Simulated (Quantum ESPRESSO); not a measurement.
Sr₂NO₆H₃ has the hexagonal space group P-62m (No. 189), Pearson symbol hP12. Lattice parameters: a = b = 6.7043 Å, c = 3.5915 Å, α = β = 90.00°, γ = 120.00°. H on 3f has 1 O at 0.976 Å and 4 Sr at 2.900 Å. N on 1b has 3 O at 1.269 Å (trigonal planar). O1 on 3g sees 1 N at 1.269 Å and 2 Sr at 2.844 Å. O2 on 3f is coordinated by 1 H at 0.976 Å and 4 Sr at 2.650 Å (square pyramidal). Sr on 2d sees 6 O at 2.650 Å and 3 O at 2.844 Å and 6 H at 2.900 Å. (Neighbours: up to the widest gap in distance over summed covalent radii, below 1.35, at either atom; cation-cation contacts left out.)

The geometry is that of Materials Project entry mp-1095649, symmetrised and not relaxed again.

### Question
What does LDA (pw.x of Quantum ESPRESSO, ONCV potentials, no spin-orbit coupling) give for the electronic structure near the Fermi level?

### Answer
The LDA gap is indirect, 2.80 eV, from K to A; the smallest direct gap is 3.30 eV. Another valence extremum on the path lies within 0.02 eV, too close to call.
